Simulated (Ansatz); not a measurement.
**Kick test of a cell of Zn5CdTe6**

It was reached by relaxing an invented guess, and it needn't be the stable form of this composition.

Theory: DFT PBE, scalar-relativistic, plane waves, PAW (Ansatz). Settings: cutoff 420 eV, Γ-centred mesh 6×6×2 on the computed 12-atom cell, Gaussian smearing of 0.02 eV; no spin polarisation.

The cell below (12 atoms, space group P-4m2 (No. 115)) is relaxed within its symmetry.

```
CELL_PARAMETERS angstrom
4.41486 0.00000 0.00000
0.00000 4.41486 0.00000
0.00000 0.00000 18.80934
ATOMIC_POSITIONS crystal
Zn 0.50000 0.50000 0.17526
Zn 0.00000 0.00000 0.33764
Zn 0.50000 0.50000 0.50000
Zn 0.00000 0.00000 0.66236
Zn 0.50000 0.50000 0.82474
Cd 0.00000 0.00000 0.00000
Te 0.50000 0.00000 0.25648
Te 0.00000 0.50000 0.41882
Te 0.50000 0.00000 0.58118
Te 0.00000 0.50000 0.74352
Te 0.50000 0.00000 0.90539
Te 0.00000 0.50000 0.09461
```

For the test it was strained at random (σ = 1.5 % a component), the atoms were moved at random (σ = 0.15 Å), and all was relaxed again on a coarse 4×4×1 mesh (in the run’s order of axes) with 0.10 eV smearing, with no symmetry imposed.

These runs have no spin–orbit coupling, which can matter for Te.

Problem. What happens?

Solution. It returns, within 1 meV/atom of the unmoved cell on that mesh and with the same symmetry when read at 0.1 Å. No instability shows in this cell; modes of other wave vectors, which need another repeat, aren't tested.
